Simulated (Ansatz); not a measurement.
## Pt (Fm-3m), clamped-ion strain scan

These are results of DFT PBEsol, scalar-relativistic, plane waves, PAW in Ansatz 0.2.0, not measurements. Settings: plane waves to 420 eV, k-mesh 20×20×20 (Γ-centred), Gaussian smearing 0.15 eV. Spin–orbit coupling is left out, which can shift energies with elements as heavy as these. No spin polarisation. Energies are free energies at this smearing, counted from the undisturbed cell; pressure is positive in compression.

The starting cell (as given, not relaxed at this level; it stands at 0.6 GPa):

```
Pt
1.0
     0.00000    1.95790    1.95790
     1.95790    0.00000    1.95790
     1.95790    1.95790    0.00000
Pt
1
Cartesian
  0.0000 0.0000 0.0000
```

The cell is strained by ε times the Voigt pattern (0, 0, 0, 0, 0, 1) (xx, yy, zz, yz, xz, xy; engineering shear) with fractional coordinates fixed. The cell is metallic on the mesh throughout.

```csv
ε,ΔE (meV/atom)
-0.0200,1.5
-0.0100,0.4
0.0000,0.0
0.0050,0.1
0.0150,0.9
0.0175,1.2
```

Problem. Predict the pressure (GPa) at each point.

Solution.
```
      ε  pressure (GPa)
-0.0200             0.7
-0.0100             0.6
 0.0000             0.6
 0.0050             0.6
 0.0150             0.7
 0.0175             0.7
```